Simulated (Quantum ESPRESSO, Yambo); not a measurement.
Levels of theory for the gap of NaTaO3

NaTaO3 (space group P4/mbm, No. 127): one geometry, one set of norm-conserving PBEsol (Quantum ESPRESSO, 88 Ry, scalar-relativistic) orbitals, self-energies from Yambo (2×2×4 Γ-centred k mesh, bands 5 to 189 and a 7 Ry block in the screening, 189 bands in G with the Bruneval-Gonze terminator, plasmon pole fitted at 27.2 eV).

The geometry is that of Materials Project entry mp-4675, symmetrised and not relaxed again.

```
level                                                        gap Z → Γ (eV)  direct gap at Z (eV)                   rough Yambo cost
-----------------------------------------------------------  --------------  --------------------  ---------------------------------
PBEsol (Quantum ESPRESSO)                                              2.33                  2.74                                  –
exchange only (Hartree-Fock self-energy on PBEsol orbitals)           13.06                 13.86             about 1/20 (12 states)
static COHSEX@PBEsol                                                   4.32                  4.84  within a factor of two (3 states)
G0W0@PBEsol, plasmon pole                                              3.93                  4.43                      1 (12 states)
G0W0@PBEsol, multipole fit to 8 frequencies, no terminator             3.93                  4.42  within a factor of two (3 states)
```

Bare exchange has no screening and gives the widest gap; static COHSEX screens it but leaves out the frequency dependence, which G0W0 restores.

Costs are rough ratios of core time on shared machines.

Nearest settings tried, and what they do to the gap: 129 bands in W, 129 bands in G: +72 meV. Not varied: block, mesh. So the settings aren't converged at that level.

Without spin-orbit coupling, band edges of such heavy elements can be off by tenths of an eV.

This is not the ordinary phase of the substance.
